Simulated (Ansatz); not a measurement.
The relaxed structure here is a generated cell of TaSi2: the first start was made by placing the elements on the sites of a structure type, and the end was not matched to a known phase here, so it may be hypothetical. Known forms of TaSi2 include space group No. 181.

The end point of a relaxation of TaSi2. These are PBE (plane waves to 420 eV, PAW, scalar-relativistic; Ansatz, a first-principles code) values and carry that method's errors.

```
CELL_PARAMETERS angstrom
     -1.64160     1.64160     4.10670
      1.64160    -1.64160     4.10670
      1.64160     1.64160    -4.10670
ATOMIC_POSITIONS crystal
  Ta 0.00000 0.00000 0.00000
  Si 0.33163 0.33163 0.00000
  Si 0.66837 0.66837 0.00000
```

### Question
Find the space group and the Wyckoff positions (tolerance 0.01 Å).

### Answer
Space group I4/mmm (No. 139); a = 3.2832 Å, b = 3.2832 Å, c = 8.2134 Å, α = 90.00°, β = 90.00°, γ = 90.00°

| atom | site | symmetry | x | y | z |
|---|---|---|---|---|---|
| Ta | 2a | 4/mmm | 0.0000 | 0.0000 | 0.0000 |
| Si | 4e | 4mm | 0.0000 | 0.0000 | 0.3316 |

This is the AFLOW prototype AB2_tI6_139_a_e (C11_b, as in Si2Mo).

### Question
Give the shortest distances between elements (the closest pairs, up to four, under 3.6 Å).

### Answer
Si–Si 2.68 Å; Si–Ta 2.70 Å; Ta–Ta 3.28 Å.

```json
{
  "volume_per_atom": "14.76 Å³",
  "band_gap": "no gap (metallic)"
}
```

No spin polarisation in the result. The relaxed primitive cell holds an odd number of electrons. A magnetic state may lie lower.

The run could not lose the symmetry of its start; a randomly shaken copy of 6 atoms returns to this structure.
